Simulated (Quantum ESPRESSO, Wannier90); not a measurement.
## Wannier functions of InAs (zinc blende)

```xyz
2
Lattice="0.0000 3.0536 3.0536 3.0536 0.0000 3.0536 3.0536 3.0536 0.0000" Properties=species:S:1:pos:R:3 pbc="T T T"
In     1.5268     1.5268     1.5268
As     0.0000     0.0000     0.0000
```

Structure: Materials Project mp-20305, symmetrised, not relaxed again. COD (Crystallography Open Database) has an entry of this formula and space group (matched by these alone). Level: PBEsol, spinors with spin-orbit coupling; pw.x of Quantum ESPRESSO at 68 Ry with PseudoDojo potentials, 6×6×6 k-points, Wannier90. Density: 10×10×10 mesh, cold smearing 0.01 Ry. With spin-orbit coupling a semilocal functional can close or falsely invert a small gap; the band order was not checked against a better method.

A tight-binding model is made by disentanglement and projection with no localisation steps (num_iter = 0), so the 16 orbitals stay atom-like: hydrogen-like In: s;p; As: s;p, axes along x, y, z; frozen window up to 1.50 eV relative to the Fermi level. It follows pw.x to 6.0 meV rms for states up to 1.0 eV relative to the Fermi level. Matrix elements depend on this choice of orbitals and windows.

### Question
What are the on-site energies relative to the Fermi level, and how fast do the hoppings decay?

### Answer
```
atom                 orbitals  energy (eV)
----  -----------------------  -----------
In1                     s↑ s↓        -2.20
In1   pz↑ pz↓ px↑ px↓ py↑ py↓         3.55
As2                     s↑ s↓        -8.46
As2   pz↑ pz↓ px↑ px↓ py↑ py↓         0.61
```

```
distance of the centres (Å)  largest modulus (eV)
---------------------------  --------------------
2–3                                           1.2
4–5                                          0.38
5–6                                         0.037
6–7                                         0.046
7–8                                         0.015
8–9                                         0.014
9–10                                       0.0067
```

Effective spin-orbit constants λ of λ L·S, from the same-site elements px↑–py↑ (λ/2) and dx2-y2↑–dxy↑ (λ), where they are among the larger elements: In1 p 0.27 eV, As2 p 0.18 eV.
